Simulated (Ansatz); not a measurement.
Ca (Im-3m), tetragonal deformation path

All numbers below come from DFT r2SCAN, scalar-relativistic, plane waves, PAW (Ansatz). The runs took a 500 eV cutoff, a Γ-centred 16×16×16 mesh and Gaussian smearing (0.15 eV). No spin polarisation. Energies are free energies at this smearing, counted from the undisturbed cell; pressure is positive in compression.

The starting cell (as given, not relaxed at this level; it stands at -0.6 GPa; this bcc form isn't the usual structure):

```yaml
crystal:
  lattice:
    - [-2.24000, 2.24000, 2.24000]
    - [2.24000, -2.24000, 2.24000]
    - [2.24000, 2.24000, -2.24000]
  atoms:
    - { symbol: Ca, position: [0.00000, 0.00000, 0.00000] }
```

At fixed volume and fractional coordinates, lengths along (0.000, 0.000, 1.000) are scaled against those across it; ρ is that ratio over its starting value. The cell is metallic on the mesh throughout. At ρ = 1.414 the cell becomes cubic (Fm-3m), and there the slope of the energy vanishes by symmetry.

| ρ | ΔE (meV/atom) |
| --- | --- |
| 0.650 | 289.3 |
| 0.707 | 148.9 |
| 0.780 | 52.5 |
| 0.850 | 14.1 |
| 0.920 | 1.9 |
| 0.960 | 0.3 |
| 1.000 | 0.0 |
| 1.050 | -0.2 |
| 1.100 | -1.2 |
| 1.200 | -5.5 |
| 1.300 | -10.4 |
| 1.414 | -13.5 |
| 1.500 | -10.8 |

Q: Predict the pressure (GPa) at each point.

A:
| ρ | pressure (GPa) |
| --- | --- |
| 0.650 | 0.3 |
| 0.707 | -0.2 |
| 0.780 | -0.5 |
| 0.850 | -0.7 |
| 0.920 | -0.7 |
| 0.960 | -0.6 |
| 1.000 | -0.6 |
| 1.050 | -0.6 |
| 1.100 | -0.7 |
| 1.200 | -0.7 |
| 1.300 | -0.7 |
| 1.414 | -0.7 |
| 1.500 | -0.7 |